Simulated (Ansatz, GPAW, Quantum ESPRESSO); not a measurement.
**Ga3Se: programs and potentials compared**

```
Se Ga
1.0
     4.43246    0.00000    0.00000
     0.00000    4.43246    0.00000
     0.00000    0.00000    4.43246
Se Ga
1 3
Direct
  0.00000 0.00000 0.00000
  0.50000 0.50000 0.00000
  0.50000 0.00000 0.50000
  0.00000 0.50000 0.50000
```

The cell comes from a database or a generator and needn't be the stable form of this composition.

Alike in all runs: task band structure; functional PBEsol; k mesh 6 × 6 × 6; occupations fermi-dirac, width 0.05 eV; no spin polarisation; no spin-orbit coupling. Pressure is positive in compression and, in plane waves, holds the error of the finite cutoff.

```tsv
program and potentials	plane-wave cutoff (eV)	notes	pressure (GPa)
GPAW, PAW data sets generated for this functional	600	3.75 valence electrons an atom on average	-3.87
Quantum ESPRESSO, GBRV 1.5 PBEsol	762	15.75 valence electrons an atom on average	-3.66
Ansatz, all-electron LAPW, scalar-relativistic	-	-	?
```

Problem. Estimate from the other rows what the run with Ansatz, all-electron LAPW, scalar-relativistic gave.

Solution. Pressure -3.60 GPa. The other rows, which needn't bracket it: pressure -3.87 to -3.66.
